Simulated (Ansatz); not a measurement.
**Li₃ClO: from a migration barrier to a jump rate**

Computed with DFT PBEsol, scalar-relativistic, plane waves, PAW (Ansatz). Settings: plane waves to 420 eV, k-mesh 4×4×4 (Γ-centred), Gaussian smearing 0.05 eV. No spin polarisation.

In a supercell of 20 sites an atom of Cl jumps into a neighbouring Cl vacancy, a = 3.84 Å from site to site in the perfect crystal, with a cell charge of +1 (uniform background, no finite-size correction). The half-way point, relaxed in its symmetry, lies 1.647 eV above the relaxed vacancy. Take it as the barrier; the order of the saddle wasn't checked, and the cell is small.

With an assumed attempt frequency of 10¹³ s⁻¹, how often does the jump happen, and how fast does the vacancy diffuse?

Transition-state theory gives Γ = ν exp(−E/k_BT), and one such jump direction contributes Γa²/6 to the vacancy's diffusion coefficient averaged over directions:

| T (K) | E/k_BT | Γ (1/s) | Γa²/6 (cm²/s) |
| --- | --- | --- | --- |
| 300 | 63.7 | 2.2 × 10^-15 | 5.3 × 10^-31 |
| 600 | 31.8 | 1.5 × 10^-1 | 3.6 × 10^-17 |
| 1000 | 19.1 | 5.0 × 10^4 | 1.2 × 10^-11 |
| 1500 | 12.7 | 2.9 × 10^7 | 7.2 × 10^-9 |

The rate reaches one jump a second at T = E/(k_B ln 10¹³) = 638 K. The number of equivalent jumps multiplies D if they link up through the crystal; a hop between two sites alone gives no long-range diffusion, which then waits on a higher barrier. In either case the atoms' own diffusion carries the vacancy concentration and a correlation factor besides. Rows above the melting point are formal, and so are rows where E/k_BT falls under about 3, since the theory needs rare jumps.

How much does an error of 0.1 eV in the barrier matter?

It multiplies the rate by exp(0.1 eV/k_BT): 48 at 300 K and 3.2 at 1000 K, more than the usual doubt about ν at low temperature.

Cost: 2 runs of about 1.8 core-minutes in all, on Arm Neoverse V2 (shared hosts).